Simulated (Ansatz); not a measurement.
Data:

AlCu:
```xyz
2
Lattice="2.9560 0.0000 0.0000 0.0000 2.9560 0.0000 0.0000 0.0000 2.9560" Properties=species:S:1:pos:R:3 pbc="T T T"
Al     0.0000     0.0000     0.0000
Cu     1.4780     1.4780     1.4780
```

This is the PBEsol-relaxed structure.

All from the program Ansatz at the PBEsol level (PAW), unless another level is named. Estimate the bulk modulus (Birch–Murnaghan fit).

128 GPa.

Give the highest zone-centre frequency.

254 cm⁻¹.

Next, the elastic constants (relaxed ions, GPa)?

C11 = 111, C12 = 137, C44 = 47.3.

Space group Pm-3m (CsCl type). The first step of the workflow began from a Materials Project structure, measured or hypothetical; the Crystallography Open Database copy checked does not list it. COD files the formula under space group No. 12. Its standing as an ambient phase is unchecked. The PBEsol relaxation kept the symmetry of its start. At this level the phase is mechanically unstable. No spin polarisation was allowed. As this level gives no gap, shear constants depend on the k-mesh and smearing (Fermi–Dirac, 0.1 eV here). As this level gives no gap, phonon frequencies hold no LO–TO term and depend on the k-mesh and smearing (Fermi–Dirac, 0.1 eV here).

Potentials: the later of the program's two PAW sets.
